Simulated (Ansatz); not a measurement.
Input:

Na:
```
CELL_PARAMETERS angstrom
     -2.02654     2.02654     2.02654
      2.02654    -2.02654     2.02654
      2.02654     2.02654    -2.02654
ATOMIC_POSITIONS crystal
  Na 0.00000 0.00000 0.00000
```

This is the LDA-relaxed structure.

**Question.** All from LDA (plane waves, PAW; program Ansatz), unless another level is named. Predict the Poisson's ratio.

**Answer.** 0.35.

**Question.** And the elastic constants (relaxed ions, GPa)?

**Answer.** C11 = 10.2, C12 = 8.6, C44 = 7.0.

Space group Im-3m (bcc (W type)). Symmetry was held in the LDA relaxation. As this level gives no gap, shear constants depend on the k-mesh and smearing (Fermi–Dirac, 0.1 eV here).

Potentials: the later of the program's two PAW sets.
